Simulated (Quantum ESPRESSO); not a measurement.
**TlBr: one setting swept**

```xyz
2
Lattice="3.9999 0.0000 0.0000 0.0000 3.9999 0.0000 0.0000 0.0000 3.9999" Properties=species:S:1:pos:R:3 pbc="T T T"
Tl     0.0000     0.0000     0.0000
Br     2.0000     2.0000     2.0000
```
Geometry: a computed entry of the Materials Project; it was not checked against measured cells. It is TlBr in Pm-3m; whether this form has been observed was not checked. Stability against distortions was not tested.

Method: PBE GIPAW on JTH datasets (Quantum ESPRESSO, modified build); kept fixed: k-mesh 7×7×7 shifted. Costs are rough, from a shared machine. These are absolute shieldings with no macroscopic susceptibility term; δ = σ_ref − σ needs a reference computed alike. No spin–orbit coupling; Tl is the heaviest element present. No d partial waves on Br: the paramagnetic term there is incompletely reconstructed.

```json
[
 {"plane-wave cutoff (Ha)": "8", "σ_iso Br (ppm)": "1892.3", "f-sum rule missed by (%)": "1.2", "rough cost ratio": "about 1"},
 {"plane-wave cutoff (Ha)": "10", "σ_iso Br (ppm)": "1887.3", "f-sum rule missed by (%)": "0.53", "rough cost ratio": "about 1"},
 {"plane-wave cutoff (Ha)": "12", "σ_iso Br (ppm)": "1886.8", "f-sum rule missed by (%)": "0.06", "rough cost ratio": "about 1"},
 {"plane-wave cutoff (Ha)": "15", "σ_iso Br (ppm)": "1888.1", "f-sum rule missed by (%)": "0.04", "rough cost ratio": "3"},
 {"plane-wave cutoff (Ha)": "18", "σ_iso Br (ppm)": "1888.1", "f-sum rule missed by (%)": "0.03", "rough cost ratio": "4"},
 {"plane-wave cutoff (Ha)": "20", "σ_iso Br (ppm)": "1888.4", "f-sum rule missed by (%)": "0.02", "rough cost ratio": "5"},
 {"plane-wave cutoff (Ha)": "22", "σ_iso Br (ppm)": "1888.7", "f-sum rule missed by (%)": "0.02", "rough cost ratio": "4"},
 {"plane-wave cutoff (Ha)": "28", "σ_iso Br (ppm)": "1888.6", "f-sum rule missed by (%)": "0.02", "rough cost ratio": "6"},
 {"plane-wave cutoff (Ha)": "35", "σ_iso Br (ppm)": "1888.7", "f-sum rule missed by (%)": "0.02", "rough cost ratio": "10"},
 {"plane-wave cutoff (Ha)": "45", "σ_iso Br (ppm)": "1888.8", "f-sum rule missed by (%)": "0.02", "rough cost ratio": "9"}
]
```

Largest spread: σ_iso Br (ppm) moves over 5.5 across the rows.
